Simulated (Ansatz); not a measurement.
Data:

CaSe:
Space group Fm-3m (No. 225); a = b = c = 5.791 Å, α = β = γ = 90.00°

| atom | site | symmetry | x | y | z |
|---|---|---|---|---|---|
| Ca | 4a | m-3m | 0.0000 | 0.0000 | 0.0000 |
| Se | 4b | m-3m | 0.5000 | 0.5000 | 0.5000 |
(The calculation used a cell of 2 atoms; values per cell refer to that cell.)

This is the LDA-relaxed structure.

Question: All from LDA (plane waves, PAW; program Ansatz), unless another level is named. Estimate the hole effective mass, band 1 of 3 at the edge.

Answer: 0.85 along [100], 0.85 along [110], 0.64 along [111] (mₑ).

Question: Next, the electron effective mass?

Answer: 0.26, 0.26, 1.4 mₑ (principal values).

Question: What about the formation energy from the elements (no fitted shifts)?

Answer: -2.11 eV/atom.

Question: And the valence-band maximum?

Answer: at Γ.

Question: Give the weight of the valence-edge state by species (Voronoi cells).

Answer: Se 91 %, Ca 9 %.

The cell was relaxed with LDA under the symmetry of its start; phonons on a q-mesh show no instability. The references are the lowest solids computed at this level, not always the standard phases. Spin–orbit coupling is left out wherever it is not named.

Potentials: the later of the program's two PAW sets.

Edges and masses are those of Kohn–Sham bands, whose gap is no quasiparticle gap.
